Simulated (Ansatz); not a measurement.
**Barrier of one jump, Li in TiO₂**

These are results of Ansatz 0.2.0, DFT PBE, scalar-relativistic, plane waves, PAW, not measurements. Settings: 420 eV cutoff, 2×2×2 k-mesh, shifted by half a step, Gaussian smearing of 0.02 eV, no spin polarisation.

Host crystal, relaxed:

```
Ti O
1.0
     4.64332    0.00000    0.00000
     0.00000    4.64332    0.00000
     0.00000    0.00000    2.96387
Ti O
2 4
Cartesian
  2.3217 2.3217 0.0000
  0.0000 0.0000 1.4819
  3.2265 3.2265 1.4819
  3.7385 0.9049 0.0000
  0.9049 3.7385 0.0000
  1.4168 1.4168 1.4819
```

In a supercell of 36 host sites with charge +1, interstitial Li hops to an equivalent place, moving 1.48 Å between the relaxed ends. Climbing-image nudged elastic band at fixed cell with images 0 (start) to 6 (end), the path measured over all atoms, converged to 0.05 eV/Å; the order of the saddle wasn't checked, and the small cell leaves errors of about a tenth of an eV. At the top the atom squeezes straight between two others, where symmetry can hold a band on a ridge, so a bent path, such as one by way of a neighbouring hole, may have a much lower barrier.

Supercell rows in host cell vectors: -1 -1 0; -1 1 0; 0 0 -3. Li was set at (0.000, 0.500, 0.250) of the host cell.

At the relaxed start Li has 4 O at 1.84 Å, 4 Ti at 2.64 Å.

(1) How high is the barrier, and where does the atom pass?

Results:

(1) 0.05 eV at image 3, where Li has 2 O at 1.81 Å, 4 O at 2.12 Å, 2 Ti at 2.56 Å.

Cost: 1 run of about 14 core-minutes, on Intel Xeon 6975P-C (Granite Rapids) (shared hosts).